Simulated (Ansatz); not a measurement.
## Phonons of LaTe (rocksalt structure)

Level of theory: DFT, PBEsol, scalar-relativistic, no spin polarisation; plane waves to 420 eV with PAW datasets (Ansatz 0.2.0), Gaussian smearing of 0.15 eV. The datasets are Ansatz's generated set soft_2.

```
CELL_PARAMETERS angstrom
0.00000 3.19525 3.19525
3.19525 0.00000 3.19525
3.19525 3.19525 0.00000
ATOMIC_POSITIONS crystal
La 0.50000 0.50000 0.50000
Te 0.00000 0.00000 0.00000
```

The start was a prototype's sites filled with these elements; the Crystallography Open Database holds the compound in this structure.

Force constants come from finite displacements in a 2×2×2 supercell (the unit cell's 10×10×10 k-mesh, folded to it); the long-range dipole term is not included. Points in reciprocal vectors of this cell: Γ = (0.000, 0.000, 0.000), X = (0.500, 0.000, 0.500), U = (0.625, 0.250, 0.625), K = (0.375, 0.375, 0.750), L = (0.500, 0.500, 0.500), W = (0.500, 0.250, 0.750).

Frequencies at the named points (cm⁻¹, imaginary ones negative):
```
point               ω (cm⁻¹)
    Γ      0 0 0 156 156 156
    X   45 46 46 147 149 149
    U   42 68 71 138 138 147
    K   42 68 71 138 138 147
    L   84 99 99 117 117 123
    W  43 43 105 114 148 148
```

Problem. Is the structure dynamically stable along this path, and where does the spectrum end?

Solution. Yes: no branch is imaginary beyond numerical noise. The highest frequency is 156 cm⁻¹, at Γ. Points that don't fit the supercell are interpolated.

Problem. What does the harmonic approximation give for the vibrational free energy, entropy and heat capacity?

Solution. Zero-point energy 18.8 meV/atom.
```
T (K)  F_vib (meV/atom)  S (J/K per mole of atoms)  C_V (J/K per mole of atoms)
  100               9.6                       20.5                         20.6
  200             -20.4                       36.0                         23.7
  300             -63.2                       45.8                         24.4
  400            -114.5                       52.9                         24.6
  500            -172.2                       58.4                         24.7
  600            -235.2                       62.9                         24.8
  700            -302.4                       66.7                         24.8
  800            -373.3                       70.0                         24.9
  900            -447.4                       73.0                         24.9
 1000            -524.5                       75.6                         24.9
```

The highest mode, 156 cm⁻¹, is worth 220 K. At 300 K the heat capacity has reached 98 % of the classical limit 3R = 24.9 J/K per mole of atoms, since all modes lie under k_BT.

The crystal is a metal or nearly so; low and unstable modes depend on mesh and smearing.

Run time: 94 s on 4 threads of Arm Neoverse V1, with other jobs on the host, peak memory 2.5 GiB.

Spin–orbit coupling, which matters for such heavy elements, is left out.
